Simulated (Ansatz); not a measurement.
SnSe, DFT, LDA, PAW with Ansatz's default frozen-core files, scalar-relativistic (Ansatz 0.2.0), run on 1 thread of Intel(R) Xeon(R) Platinum 8375C CPU @ 2.90GHz (Ice Lake) on a shared host.

The geometry is COD entry 9008725, unchecked; take it as a test cell.

Command: `ansatz run input.yaml --threads 1 --pin off --max-ram 3072MiB --backend cpu --events-out ev --progress --plain --runs-dir out`

```yaml
crystal:
  lattice:
    - [0.0, 3.01, 3.01]
    - [3.01, 0.0, 3.01]
    - [3.01, 3.01, 0.0]
  atoms:
    - { symbol: Sn, position: [0.0, 0.0, 0.0] }
    - { symbol: Se, position: [0.5, 0.5, 0.5] }
kpoints:
  mp_grid: { grid: [9, 9, 9] }
  band_path:
    path:
      - [0.0, 0.0, 0.0]
      - [0.5, 0.0, 0.5]
      - [0.625, 0.25, 0.625]
      - [0.375, 0.375, 0.75]
      - [0.0, 0.0, 0.0]
      - [0.5, 0.5, 0.5]
      - [0.5, 0.25, 0.75]
      - [0.5, 0.0, 0.5]
    npoints: 14
scf:
  occupations: { method: fermi_dirac, width: 0.02 }
hamiltonian:
  xc: lda
  pseudopotentials: { kind: paw }
output:
  forces: true
  stress: true
  eigenvalues: true
  efg: { contact_densities: true }
  populations: true
  bader: true
  dos: { projected: true, de: 0.2, e_range: [-14, 8] }
  write_density: true
  write_potential: true
  elf: true
  volumetric_format: npy
```

Q: How large is the problem that the program sets up?

A: 35 irreducible k-points, 1067 plane waves at Γ, 19 bands.

Q: Estimate the wall time and the peak memory.

A: 13 s of wall time for 6 SCF iterations, with a peak of 0.44 GiB. Times on shared machines scatter by tens of per cent.

Q: And the same cell and mesh by all-electron LAPW, asked for forces, stress, eigenvalues, populations, dos and the same band path, on the same hardware?

A: 17 s, peak memory 0.37 GiB.

Q: And the same cell and mesh by crystal-made all-electron datasets, asked for forces, stress, eigenvalues, efg and the same band path, on the same hardware?

A: 7.6 s, peak memory 0.42 GiB.
